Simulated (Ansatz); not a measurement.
**Cold compression of HfN**

```
Hf N
1.0
     0.00000    2.25600    2.25600
     2.25600    0.00000    2.25600
     2.25600    2.25600    0.00000
Hf N
1 1
Direct
  0.00000 0.00000 0.00000
  0.50000 0.50000 0.50000
```

The base volume is that of a database entry, with shape and atoms relaxed on PAW files at held volume, so it needn't be at zero pressure; the structure needn't be the stable phase, at rest or compressed.

Its volume is scaled, and at each volume shape and atoms are relaxed on PAW files; all methods then take that cell.

All numbers are LDA results (scalar-relativistic) from Ansatz 0.2.0, with a Γ-centred 11×11×11 k mesh, Fermi–Dirac smearing of 0.03 eV, no spin polarisation. Methods: LAPW: all electrons, basis error target 1 meV/atom; PAW: frozen-core files, cutoff 420 eV; crystal datasets: all electrons, by PAW datasets that the program makes for each cell.

Energies are extrapolated to zero smearing and count from the unscaled cell; pressure is positive in compression; gaps take the mesh and a band path. No temperature or zero-point motion is included.

Spin–orbit coupling is left out, which matters for the heavy atoms. The PAW files were made under PBE.

```json
{"V/V0": "1.00", "V (Å³/atom)": "11.48", "P LAPW (GPa)": "?", "ΔE LAPW (eV/atom)": "0.000", "P PAW − LAPW (GPa)": "-0.11", "ΔE PAW − LAPW (meV/atom)": "0.0", "space group": "Fm-3m", "shortest distance (Å)": "2.256"}
{"V/V0": "0.90", "V (Å³/atom)": "10.33", "P LAPW (GPa)": "27.2", "ΔE LAPW (eV/atom)": "0.057", "P PAW − LAPW (GPa)": "-0.21", "ΔE PAW − LAPW (meV/atom)": "-1.1", "space group": "Fm-3m", "shortest distance (Å)": "2.178"}
{"V/V0": "0.50", "V (Å³/atom)": "5.74", "P LAPW (GPa)": "793.9", "ΔE LAPW (eV/atom)": "7.598", "P PAW − LAPW (GPa)": "-0.57", "ΔE PAW − LAPW (meV/atom)": "-26.8", "space group": "Fm-3m", "shortest distance (Å)": "1.791"}
{"V/V0": "0.40", "V (Å³/atom)": "4.59", "P LAPW (GPa)": "1633", "ΔE LAPW (eV/atom)": "15.904", "P PAW − LAPW (GPa)": "-3.49", "ΔE PAW − LAPW (meV/atom)": "-35.4", "space group": "Fm-3m", "shortest distance (Å)": "?"}
```

(1) What belongs in the row "1.00", column "P LAPW (GPa)"?

(2) Fill in "shortest distance (Å)" for the row "0.40".

(3) From the table, what is the rise of the enthalpy H = E + pV up to the last row, and how stiff is the crystal between the last two rows?

(4) At the smallest volume, how far do crystal datasets lie from LAPW in pressure?

(5) How do the Löwdin populations by LAPW change from the unscaled cell to the last row?

Answers

(1) -8.15.

(2) 1.662.

(3) ΔH = 15.904 eV + (1633 GPa × 4.59 Å³ + 8.15 GPa × 11.48 Å³) × 0.006242 eV/(GPa·Å³) = 63.31 eV/atom, of which pV makes 75 %. The mean bulk modulus there is −ΔP/Δln V = 3760 GPa.

(4) crystal datasets: -0.01 GPa, on a LAPW pressure of 1633 GPa.

(5) Hf 5s 1.95 → 1.81, Hf 6s 0.43 → 0.37, Hf 5p 5.98 → 5.89, Hf 5d 2.94 → 4.03, Hf 4f 13.99 → 13.89, N 2s 1.45 → 1.14, N 2p 4.20 → 3.83 electrons an atom. These are projections on the shells that the free atoms fill; 0.05 e a cell lies outside them at the start and 0.08 e at the end.
